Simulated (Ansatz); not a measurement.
Input and output for TaRe: DFT, r2SCAN, PAW with Ansatz's default frozen-core files, scalar-relativistic (Ansatz 0.2.0). This run: the undistorted cell.

The cell is Materials Project entry mp-1217894, used as a structure alone.

Command: `ansatz run input.yaml --threads 1 --pin off --max-ram 2048MiB --backend cpu --events-out ev --progress --plain --runs-dir out` It took 15 s on 1 thread of Arm Neoverse V1 (shared host), peak memory 0.5 GiB.

```yaml
crystal:
  lattice:
    - [1.59633279, -2.2893158474, 0.0]
    - [1.59633279, 2.2893158474, 0.0]
    - [0.0, 0.0, 4.4440933868]
  atoms:
    - { symbol: Ta, position: [0.5, 0.5, 0.5] }
    - { symbol: Re, position: [0.0, 0.0, 0.0] }
kpoints:
  mp_grid: { grid: [11, 11, 7] }
scf:
  occupations: { method: fermi_dirac, width: 0.05 }
hamiltonian:
  xc: r2scan
  pseudopotentials: { kind: paw }
output:
  forces: true
  stress: true
  eigenvalues: true
  efg: { contact_densities: true }
  populations: true
```

Output:

```
Ta, Re: output.efg is read without spin–orbit coupling, which moves field gradients at and beside such atoms by some per cent and up to a factor of two; PAW files take it under magnetization.noncollinear and magnetization.spin_orbit
Engine: ansatz 0.2.0
Pseudopotentials: kind: paw
Pseudopotential: Ta, paw, valence charge 13, recommended cutoff 500 eV (meta_gga), Ta.paw.azcp
Pseudopotential: Re, paw, valence charge 15, recommended cutoff 500 eV (meta_gga), Re.paw.azcp
Functional definition: r2SCAN
  parameter k0 = 0.174
  parameter k1 = 0.065
  parameter a1 = 4.9479
  exchange = r2scan_x(k0 = k0, k1 = k1, a1 = a1)
  correlation = r2scan_c
Crystal: 2 atoms, lattice volume = 32.482 Å³
Basis set: ecut = 500 eV, 809 PW (Γ), exchange–correlation on 96×96×144 points (64 copies of the dense FFT grid, shifted against one another)
Bands: 18, of which v1, the nominal top of the filled ones, is band 14 counted from 1 (13 counted from 0)
Symmetry: 8 space group operations
Space group: Cmmm (ITA 65), of the structure as read, at distance tolerance 3.2e-5 Å
k-points: 144 of 847
Non-local potential: Ta, projectors of the file, l = 0: 3, l = 1: 2, l = 2: 2, l = 3: 1
Non-local potential: Re, projectors of the file, l = 0: 3, l = 1: 2, l = 2: 2, l = 3: 1
PAW form: soft (Blöchl's): semilocal exchange-correlation on the pseudo side does not see the compensation charge
PAW frozen core: Ta, regenerated for the run's functional (the file was generated under x = pbe(κ = 0.804, μ = 0.2195149727645171), c = pbe(β = 0.06672455060314922))
PAW frozen core: Re, regenerated for the run's functional (the file was generated under x = pbe(κ = 0.804, μ = 0.2195149727645171), c = pbe(β = 0.06672455060314922))
PAW one-centre angular grid: Ta, 590 points (default); XC on 160 Gauss nodes
PAW one-centre angular grid: Re, 590 points (default); XC on 160 Gauss nodes
Initial density: superposition of atomic densities (neutral atoms: chi_scale 0, normalization atom), corrected by the library's trained network
Initial wavefunctions: pseudopotential atomic-orbital guess
Functional: x = r2scan, c = r2scan; τ floored in thin density (d = 2e-4 eV/Å³)
SCF iter   1: F=—  HF=-20825.605739 eV  |F-HF|=—  |Δ(HF+E_count)|=         —  Δρ=1.05e-2  dr2=6.96e-2  dr2_τ=9.80e-2  ethr=1.77e-3  ⟨swp⟩=5.7  Hψ=12334  notcnv=0
preconditioner: auto → none  [metal: Δε(μ)=0.029 eV  Ē_g=5.920 eV  σ=0.050 eV  W_gap=0.14  n_scr=6 (ndim 8)  ℏωp=22.6 eV  f_vac=0.000  D(μ)=1.18/eV (n_scr^D=6)  sad-step TF]
SCF iter   2: F=—  HF=-20825.631748 eV  |F-HF|=—  |Δ(HF+E_count)|=   2.60e-2  Δρ=5.19e-3  dr2=4.40e-3  dr2_τ=3.09e-3  ethr=2.49e-4  ⟨swp⟩=2.0  Hψ=4268  notcnv=0  defer=11
SCF iter   3: F=—  HF=-20825.633158 eV  |F-HF|=—  |Δ(HF+E_count)|=   1.41e-3  Δρ=2.87e-3  dr2=4.56e-3  dr2_τ=6.13e-4  ethr=1.57e-5  ⟨swp⟩=2.1  Hψ=3717  notcnv=0  defer=11
SCF iter   4: F=—  HF=-20825.633004 eV  |F-HF|=—  |Δ(HF+E_count)|=   1.54e-4  Δρ=4.64e-4  dr2=5.56e-5  dr2_τ=8.66e-6  ethr=1.57e-5  ⟨swp⟩=1.6  Hψ=2744  notcnv=0  defer=11
SCF iter   5: F=—  HF=-20825.633018 eV  |F-HF|=—  |Δ(HF+E_count)|=   1.42e-5  Δρ=1.14e-4  dr2=3.27e-6  dr2_τ=6.28e-7  ethr=1.99e-7  ⟨swp⟩=2.0  Hψ=3391  notcnv=0  defer=11
SCF iter   6: F=—  HF=-20825.633020 eV  |F-HF|=—  |Δ(HF+E_count)|=   1.70e-6  Δρ=3.22e-5  dr2=6.77e-7  dr2_τ=8.14e-8  ethr=1.17e-8  ⟨swp⟩=2.2  Hψ=3685  notcnv=0  defer=11
SCF iter   7: F=-20825.633020 eV  HF=-20825.633020 eV  |F-HF|=4.34e-9  |Δ(HF+E_count)|=   1.78e-9  Δρ=8.05e-6  dr2=1.78e-8  dr2_τ=1.62e-9  ethr=3.57e-10  ⟨swp⟩=4.0  Hψ=9668  notcnv=0
SCF 1 converged in 7 iterations: F = -20825.633020 eV  dr2 = 1.78e-8
  greatest PAW one-centre occupation: 1.000 electrons in one spin orbital (limit 2), on the Re atom at site 1 (counted from 0), in its partial waves of l = 0
SCF converged after 7 iterations
Free energy (F): -20825.633020 eV
Harris-Foulkes:  -20825.633020 eV  (|F-HF|=4.34e-9)
Internal energy: -20825.624006 eV  (E = F + TS)
E sigma→0 (E₀):  -20825.628513 eV
Entropy (-TS):   -0.009013 eV (-4.507 meV/atom)
Fermi energy:    21.618816 eV
--- Per-component energies (eV) ---
  E_band       = -212.552088
  E_kinetic    = 907.542088
  E_local      = -1345.809469  (includes V_loc(G=0)·N_el)
  E_nonlocal   = 64.673187
  E_hartree    = 478.742457
  E_xc         = -591.340576
  E_vxc        = -562.558305  (∫ρ·V_xc dr)
  E_paw        = -17112.438305  (= ΣΔE_a)
  E_vpaw       = -262.747460  (= ΣTr[D̂ρ^β])
  E_aug_tail   = 0.000045  (compensation charges beyond the density's cutoff)
  E_vtau       = 28.863326  (kinetic-family band-sum trace: ∫τ·v_τ [+ j·A + Jᵃ·Aᵃ] dr)
  E_ewald      = -3225.766283
  E_core_change = -1.227151  (= ΣΔE_core)
  E_smearing   = -0.009013  (= −TS)
  E_closure    = 0.000000  (closes the sum)
  Σ components = -20825.633020   (vs F -20825.633020, Δ=0.00e0)
--- Forces (eV/Å), atoms counted from 1 ---
  atom   1  Ta     0.00000000     0.00000000     0.00000000
  atom   2  Re     0.00000000     0.00000000     0.00000000
  max |Σ_I F_I| component: 0.00e0 eV/Å
--- Stress (GPa, compression-positive) ---
       -1.430858       0.000000       0.000000
        0.000000      -1.848558       0.000000
        0.000000       0.000000      -1.371391
  P = ⅓ Tr σ = -1.5503 GPa (-15.503 kbar)
--- PAW observables at the nuclei: V_zz in 10²¹ V/m², potentials from the cell's mean, atoms counted from 1 ---
  atom   1  Ta V_zz =   +14.810459   η = 0.5923   by run symmetry: allowed
            electrostatic potential = -14504.677729 V   contact ρ = 8150773.002461 e/Å³
  atom   2  Re V_zz =   +11.343313   η = 0.0168   by run symmetry: allowed
            electrostatic potential = -15141.106816 V   contact ρ = 9539203.615352 e/Å³
--- Band table (eV; the first three rows and the last of 144) ---
  k-point 0: bands = ["-60.6246", "-47.8626", "-21.8862", "-21.6449", "-21.4913", "-13.8113", "-13.2747", "-13.0775", "11.7422", "15.3440", "17.8482", "19.9686", "20.3177", "21.1366", "22.5230", "22.9550", "22.9750", "25.3074"]
  k-point 1: bands = ["-60.6245", "-47.8628", "-21.8790", "-21.6444", "-21.4913", "-13.8299", "-13.2772", "-13.0775", "11.9997", "15.3750", "17.9206", "20.1967", "20.3270", "20.9986", "21.6734", "22.9240", "23.0461", "25.1632"]
  k-point 2: bands = ["-60.6244", "-47.8633", "-21.8628", "-21.6433", "-21.4913", "-13.8716", "-13.2827", "-13.0773", "12.7172", "15.3405", "18.1070", "20.0089", "20.6699", "20.8263", "20.8352", "22.5388", "22.8560", "24.8770"]
  k-point 143: bands = ["-60.5541", "-47.7169", "-22.2290", "-21.9393", "-21.7229", "-14.3720", "-13.7965", "-13.6567", "16.4027", "17.2755", "17.3666", "18.5767", "19.8097", "21.0783", "22.3717", "23.2287", "25.0251", "27.8788"]
--- Löwdin populations: 2 sites ---
  site symbol       q [e]
     0     Ta     12.9001
     1     Re     14.7881
  spilling = 0.011139 (of n_electrons = 28.000000)
```

populations.tsv:

```
# site	symbol	l	j	q
# orbitals = lowdin
# n_electrons = 28.000000
# spilling = 0.011139
0	Ta	0_5S	-	1.951728
0	Ta	0_6S	-	0.876044
0	Ta	1_5P	-	5.981258
0	Ta	2_5D	-	4.091024
1	Re	0_5S	-	1.957517
1	Re	0_6S	-	0.909000
1	Re	1_5P	-	5.986296
1	Re	2_5D	-	5.935255
```

Next run (one bond, the shortest of the undistorted cell, set to 3.010 Å), as changes to the input before:

```diff
   atoms:
-    - { symbol: Ta, position: [0.5, 0.5, 0.5] }
-    - { symbol: Re, position: [0.0, 0.0, 0.0] }
+    - { symbol: Ta, position: [0.525, 0.525, 0.525] }
+    - { symbol: Re, position: [-0.025, -0.025, -0.025] }
 kpoints:
   populations: true
+  write_density: true
+  write_potential: true
+  elf: true
+  volumetric_format: npy
```

Results part of the output:

```
the search or the solves at the SCF's close seem to have found levels that the self-consistency loop had missed (the run counts 1). By its estimate they hold under 1e-12 electrons; where the run keeps them, the occupations were computed again with them
SCF 1 converged in 8 iterations: F = -20825.189003 eV  dr2 = 3.42e-9
  greatest PAW one-centre occupation: 1.000 electrons in one spin orbital (limit 2), on the Re atom at site 1 (counted from 0), in its partial waves of l = 0
SCF converged after 8 iterations
Free energy (F): -20825.189003 eV
Harris-Foulkes:  -20825.189003 eV  (|F-HF|=2.87e-10)
Internal energy: -20825.178916 eV  (E = F + TS)
E sigma→0 (E₀):  -20825.183959 eV
Entropy (-TS):   -0.010086 eV (-5.043 meV/atom)
Fermi energy:    21.564906 eV
--- Per-component energies (eV) ---
  E_band       = -212.240232
  E_kinetic    = 910.354425
  E_local      = -1398.008016  (includes V_loc(G=0)·N_el)
  E_nonlocal   = 65.734065
  E_hartree    = 503.788015
  E_xc         = -591.925132
  E_vxc        = -563.462478  (∫ρ·V_xc dr)
  E_paw        = -17112.989140  (= ΣΔE_a)
  E_vpaw       = -263.405476  (= ΣTr[D̂ρ^β])
  E_aug_tail   = 0.000048  (compensation charges beyond the density's cutoff)
  E_vtau       = 28.971079  (kinetic-family band-sum trace: ∫τ·v_τ [+ j·A + Jᵃ·Aᵃ] dr)
  E_ewald      = -3200.906029
  E_core_change = -1.227151  (= ΣΔE_core)
  E_smearing   = -0.010086  (= −TS)
  E_closure    = 0.000000  (closes the sum)
  Σ components = -20825.189003   (vs F -20825.189003, Δ=0.00e0)
--- Forces (eV/Å), atoms counted from 1 ---
  atom   1  Ta    -1.30498123     0.00000000    -3.22368533
  atom   2  Re     1.30499008     0.00000000     3.22381572
  max |Σ_I F_I| component: 1.30e-4 eV/Å
--- Stress (GPa, compression-positive) ---
        6.881495       0.000000       4.063697
        0.000000       5.381578       0.000000
        4.063696       0.000000      10.229393
  P = ⅓ Tr σ = 7.4975 GPa (74.975 kbar)
--- PAW observables at the nuclei: V_zz in 10²¹ V/m², potentials from the cell's mean, atoms counted from 1 ---
  atom   1  Ta V_zz =   +13.425787   η = 0.6261   by run symmetry: allowed
            electrostatic potential = -14504.814735 V   contact ρ = 8150787.309932 e/Å³
  atom   2  Re V_zz =   +10.053937   η = 0.6165   by run symmetry: allowed
            electrostatic potential = -15141.287584 V   contact ρ = 9539212.541909 e/Å³
--- Band table (eV; the first three rows and the last of 234) ---
  k-point 0: bands = ["-60.5247", "-47.8261", "-21.8533", "-21.5793", "-21.4099", "-13.7852", "-13.2714", "-13.0717", "11.7973", "15.2839", "17.7514", "19.7396", "20.2017", "21.1009", "22.5359", "22.9352", "23.4658", "25.3447"]
  k-point 1: bands = ["-60.5246", "-47.8263", "-21.8458", "-21.5791", "-21.4099", "-13.8039", "-13.2731", "-13.0716", "12.0497", "15.3046", "17.8096", "19.7912", "20.2607", "20.9610", "21.8935", "22.9325", "23.4286", "25.1801"]
  k-point 2: bands = ["-60.5245", "-47.8269", "-21.8286", "-21.5786", "-21.4099", "-13.8458", "-13.2769", "-13.0715", "12.7494", "15.2711", "17.9560", "19.3806", "20.5590", "20.6471", "21.3527", "22.9162", "22.9521", "24.8881"]
  k-point 233: bands = ["-60.4534", "-47.6795", "-22.1566", "-21.8828", "-21.6804", "-14.3731", "-13.7904", "-13.6377", "16.2947", "17.0544", "17.1403", "18.7334", "19.3997", "20.9951", "23.1769", "23.9124", "25.0291", "27.3866"]
--- Löwdin populations: 2 sites ---
  site symbol       q [e]
     0     Ta     12.9061
     1     Re     14.8021
  spilling = 0.010420 (of n_electrons = 28.000000)
```

Next run (one bond, the shortest of the undistorted cell, set to 2.572 Å), as changes to the input before:

```diff
   atoms:
-    - { symbol: Ta, position: [0.525, 0.525, 0.525] }
-    - { symbol: Re, position: [-0.025, -0.025, -0.025] }
+    - { symbol: Ta, position: [0.485, 0.485, 0.485] }
+    - { symbol: Re, position: [0.015, 0.015, 0.015] }
 kpoints:
   populations: true
-  write_density: true
-  write_potential: true
-  elf: true
-  volumetric_format: npy
```

Results part of the output:

```
SCF 1 converged in 7 iterations: F = -20825.477044 eV  dr2 = 9.89e-8
  greatest PAW one-centre occupation: 1.000 electrons in one spin orbital (limit 2), on the Re atom at site 1 (counted from 0), in its partial waves of l = 0
SCF converged after 7 iterations
Free energy (F): -20825.477044 eV
Harris-Foulkes:  -20825.477044 eV  (|F-HF|=2.05e-8)
Internal energy: -20825.468943 eV  (E = F + TS)
E sigma→0 (E₀):  -20825.472993 eV
Entropy (-TS):   -0.008101 eV (-4.050 meV/atom)
Fermi energy:    21.602824 eV
--- Per-component energies (eV) ---
  E_band       = -212.424857
  E_kinetic    = 908.553776
  E_local      = -1364.549585  (includes V_loc(G=0)·N_el)
  E_nonlocal   = 65.044590
  E_hartree    = 487.746931
  E_xc         = -591.553805
  E_vxc        = -562.886749  (∫ρ·V_xc dr)
  E_paw        = -17112.632196  (= ΣΔE_a)
  E_vpaw       = -262.979521  (= ΣTr[D̂ρ^β])
  E_aug_tail   = 0.000049  (compensation charges beyond the density's cutoff)
  E_vtau       = 28.901397  (kinetic-family band-sum trace: ∫τ·v_τ [+ j·A + Jᵃ·Aᵃ] dr)
  E_ewald      = -3216.851552
  E_core_change = -1.227151  (= ΣΔE_core)
  E_smearing   = -0.008101  (= −TS)
  E_closure    = -0.000000  (closes the sum)
  Σ components = -20825.477044   (vs F -20825.477044, Δ=0.00e0)
--- Forces (eV/Å), atoms counted from 1 ---
  atom   1  Ta     0.67052584     0.00000000     1.88385266
  atom   2  Re    -0.67054121     0.00000000    -1.88405537
  max |Σ_I F_I| component: 2.03e-4 eV/Å
--- Stress (GPa, compression-positive) ---
        1.496990       0.000000       1.222351
        0.000000       0.889538       0.000000
        1.222352       0.000000       2.727032
  P = ⅓ Tr σ = 1.7045 GPa (17.045 kbar)
--- PAW observables at the nuclei: V_zz in 10²¹ V/m², potentials from the cell's mean, atoms counted from 1 ---
  atom   1  Ta V_zz =   +14.299577   η = 0.6037   by run symmetry: allowed
            electrostatic potential = -14504.726685 V   contact ρ = 8150778.299021 e/Å³
  atom   2  Re V_zz =   +10.782780   η = 0.2117   by run symmetry: allowed
            electrostatic potential = -15141.173142 V   contact ρ = 9539207.003529 e/Å³
--- Band table (eV; the first three rows and the last of 234) ---
  k-point 0: bands = ["-60.5875", "-47.8493", "-21.8720", "-21.6202", "-21.4607", "-13.8030", "-13.2733", "-13.0751", "11.7622", "15.3229", "17.8150", "19.9205", "20.2350", "21.1316", "22.5201", "22.9425", "23.1672", "25.3155"]
  k-point 1: bands = ["-60.5874", "-47.8495", "-21.8647", "-21.6198", "-21.4607", "-13.8216", "-13.2754", "-13.0750", "12.0180", "15.3501", "17.8821", "20.0772", "20.2571", "20.9923", "21.7764", "22.9226", "23.1784", "25.1644"]
  k-point 2: bands = ["-60.5873", "-47.8500", "-21.8481", "-21.6190", "-21.4606", "-13.8634", "-13.2803", "-13.0749", "12.7293", "15.3162", "18.0533", "19.7176", "20.6683", "20.6865", "21.1413", "22.6682", "22.8747", "24.8755"]
  k-point 233: bands = ["-60.5167", "-47.7033", "-22.2015", "-21.9170", "-21.7061", "-14.3721", "-13.7941", "-13.6508", "16.3649", "17.1948", "17.2750", "18.6382", "19.6425", "21.0059", "22.7178", "23.4869", "25.0275", "27.6486"]
--- Löwdin populations: 2 sites ---
  site symbol       q [e]
     0     Ta     12.9019
     1     Re     14.7934
  spilling = 0.010883 (of n_electrons = 28.000000)
```

Next run (one bond, the shortest of the undistorted cell, set to 2.079 Å), as changes to the input before:

```diff
   atoms:
-    - { symbol: Ta, position: [0.485, 0.485, 0.485] }
-    - { symbol: Re, position: [0.015, 0.015, 0.015] }
+    - { symbol: Ta, position: [0.44, 0.44, 0.44] }
+    - { symbol: Re, position: [0.06, 0.06, 0.06] }
 kpoints:
```

Results part of the output:

```
SCF 1 converged in 8 iterations: F = -20822.337689 eV  dr2 = 2.12e-8
  greatest PAW one-centre occupation: 1.000 electrons in one spin orbital (limit 2), on the Re atom at site 1 (counted from 0), in its partial waves of l = 0
SCF converged after 8 iterations
Free energy (F): -20822.337689 eV
Harris-Foulkes:  -20822.337689 eV  (|F-HF|=1.06e-8)
Internal energy: -20822.325719 eV  (E = F + TS)
E sigma→0 (E₀):  -20822.331704 eV
Entropy (-TS):   -0.011970 eV (-5.985 meV/atom)
Fermi energy:    21.534876 eV
--- Per-component energies (eV) ---
  E_band       = -213.785482
  E_kinetic    = 924.056700
  E_local      = -1651.836532  (includes V_loc(G=0)·N_el)
  E_nonlocal   = 71.564929
  E_hartree    = 623.748252
  E_xc         = -594.529411
  E_vxc        = -567.570622  (∫ρ·V_xc dr)
  E_paw        = -17116.102009  (= ΣΔE_a)
  E_vpaw       = -267.024830  (= ΣTr[D̂ρ^β])
  E_aug_tail   = 0.000052  (compensation charges beyond the density's cutoff)
  E_vtau       = 29.531086  (kinetic-family band-sum trace: ∫τ·v_τ [+ j·A + Jᵃ·Aᵃ] dr)
  E_ewald      = -3078.000548
  E_core_change = -1.227151  (= ΣΔE_core)
  E_smearing   = -0.011970  (= −TS)
  E_closure    = -0.000000  (closes the sum)
  Σ components = -20822.337689   (vs F -20822.337689, Δ=0.00e0)
--- Forces (eV/Å), atoms counted from 1 ---
  atom   1  Ta     6.09033507     0.00000000    11.92812080
  atom   2  Re    -6.09036301     0.00000000   -11.92837830
  max |Σ_I F_I| component: 2.58e-4 eV/Å
--- Stress (GPa, compression-positive) ---
       49.116595       0.000000      39.887851
        0.000000      30.248784       0.000000
       39.887846       0.000000      80.638896
  P = ⅓ Tr σ = 53.3348 GPa (533.348 kbar)
--- PAW observables at the nuclei: V_zz in 10²¹ V/m², potentials from the cell's mean, atoms counted from 1 ---
  atom   1  Ta V_zz =   -17.172423   η = 0.9939   by run symmetry: allowed
            electrostatic potential = -14505.477378 V   contact ρ = 8150834.476407 e/Å³
  atom   2  Re V_zz =   +31.275817   η = 0.6406   by run symmetry: allowed
            electrostatic potential = -15142.015106 V   contact ρ = 9539233.089131 e/Å³
--- Band table (eV; the first three rows and the last of 234) ---
  k-point 0: bands = ["-60.2751", "-47.7221", "-22.2367", "-21.4351", "-21.1933", "-13.6092", "-13.2165", "-13.0512", "11.9682", "14.9246", "17.0737", "18.2469", "20.3117", "20.3361", "22.8612", "23.1023", "24.5048", "25.8808"]
  k-point 1: bands = ["-60.2750", "-47.7224", "-22.2286", "-21.4355", "-21.1933", "-13.6260", "-13.2174", "-13.0512", "12.1823", "14.9172", "17.0853", "18.1972", "20.2398", "20.3511", "22.1974", "23.1587", "24.6409", "25.9040"]
  k-point 2: bands = ["-60.2749", "-47.7233", "-22.2102", "-21.4363", "-21.1932", "-13.6638", "-13.2190", "-13.0511", "12.7499", "14.8896", "17.1125", "17.9224", "20.0410", "20.3370", "21.3695", "23.2641", "24.6458", "25.8699"]
  k-point 233: bands = ["-60.1995", "-47.5727", "-22.2207", "-21.9956", "-21.5959", "-14.3671", "-13.7432", "-13.4771", "15.5877", "16.1595", "16.5985", "18.8632", "19.2270", "21.3486", "24.4189", "25.4827", "26.2077", "26.6406"]
--- Löwdin populations: 2 sites ---
  site symbol       q [e]
     0     Ta     12.9290
     1     Re     14.8539
  spilling = 0.007755 (of n_electrons = 28.000000)
```

Spin–orbit coupling is left out, which matters for the heavy atoms. The PAW files were made under PBE.
